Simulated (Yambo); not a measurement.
Yambo run on LuIO (space group P4/nmm, No. 129). The wavefunctions are norm-conserving PBEsol (Quantum ESPRESSO, 100 Ry, without SOC) ones on a 4×4×1 mesh (38 occupied bands); a = b = 3.8436 Å, c = 9.0845 Å, α = β = γ = 90.00°.

Yambo input:

```
rim_cut
gw0
dyson
el_el_corr
HF_and_locXC
cohsex
em1s
RandQpts= 1000000
RandGvec= 1 Ry
EXXRLvcs= 100 Ry
VXCRLvcs= 400 Ry
Chimod= "HARTREE"
% BndsRnXs
 3 | 212 |
%
NGsBlkXs= 7 Ry
% LongDrXs
 1.0 | 1.0 | 1.0 |
%
ExtendOut
% QPkrange
 1 | 1 | 38 | 39 |
 2 | 2 | 38 | 38 |
 6 | 6 | 39 | 39 |
%
```

k points by index: 1 = Γ, 2 = (0, 0.25, 0), 6 = M.

Table of the .qp output:

```
#    K-point    Band    Eo [eV]    E [eV]    E-Eo [eV]    Vxc [eV]    Vnlxc [eV]    Sc|Eo [eV]    Re(Z)    Im(Z)
#
    1    38    -0.118027    -2.896621    -2.778594    -12.75579    -15.61648    0.082094    1.000000    0.000000
    1    39    3.239700    2.578342    -0.661358    -10.61674    -6.406386    -4.871713    1.000000    0.000000
    2    38    0.000000    -2.760620    -2.760620    -12.57657    -15.29093    -0.046256    1.000000    0.000000
    6    39    3.203506    2.502739    -0.700767    -10.47069    -6.571581    -4.599871    1.000000    0.000000
```
(The two width columns are left out.) Convergence of these settings isn't established.

Geometry relaxed with PBE+D3(BJ).
